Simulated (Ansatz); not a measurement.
Structure: an ordered 6-atom cell of Al₂BN₃ on the zincblende lattice (I-4m2), at its r2SCAN minimum. Space group I-4m2 (No. 119), tetragonal; conventional cell a = 2.893 Å, c = 12.663 Å, 8.83 Å³ an atom. B has 4 N at 1.68 Å; N has 2 B at 1.68 Å and 2 Al at 1.85 Å; Al has 4 N at 1.85 Å; N has 4 Al at 1.85 Å.

```cif
data_structure
_symmetry_space_group_name_H-M 'P 1'
_symmetry_Int_Tables_number 1
_cell_length_a 6.6534
_cell_length_b 6.6534
_cell_length_c 6.6534
_cell_angle_alpha 154.890
_cell_angle_beta 154.890
_cell_angle_gamma 35.807
_cell_volume 52.97
loop_
_atom_site_label
_atom_site_type_symbol
_atom_site_fract_x
_atom_site_fract_y
_atom_site_fract_z
_atom_site_occupancy
B1 B 0.00000 0.00000 0.00000 1
N1 N 0.43241 0.93241 0.50000 1
Al1 Al 0.34103 0.34103 0.00000 1
N2 N 0.75000 0.25000 0.50000 1
Al2 Al 0.65897 0.65897 0.00000 1
N3 N 0.06759 0.56759 0.50000 1
```

3 runs of Ansatz on this cell differ in the functional (and in the settings that go with it). Levels are in eV from each run's valence top; v1 is the last filled band, c1 the first empty one.

Run A, mean stress -1.7 GPa (compression positive):
```
point     v2     v1    c1    c2
    Γ   0.00   0.00  5.45  5.91
    X  -3.05  -2.53  4.27  6.68
    P  -3.13  -2.58  4.48  5.98
    N  -0.63  -0.50  7.45  9.18
```

Run B, mean stress 0.0 GPa (compression positive):
```
point     v2     v1    c1    c2
    Γ   0.00   0.00  4.66  5.16
    X  -2.94  -2.34  3.61  5.94
    P  -3.03  -2.39  3.82  5.25
    N  -0.62  -0.43  6.52  8.35
```

Run C, mean stress -1.7 GPa (compression positive):
```
point     v2     v1    c1    c2
    Γ   0.00   0.00  6.21  6.65
    X  -3.06  -2.54  5.01  7.44
    P  -3.15  -2.60  5.22  6.73
    N  -0.64  -0.51  8.22  9.95
```

Question: Match the runs to r2SCAN, HSE06, PBE0.

Answer: A is HSE06, B is r2SCAN, C is PBE0. In order of the gap: r2SCAN 3.60, HSE06 4.27, PBE0 5.01 eV. The stress vanishes for r2SCAN, which relaxed the cell.

No spin polarisation. The prototype was imposed, so other structures may be more stable.

The program warns that its thresholds are loose for a hybrid's stress.
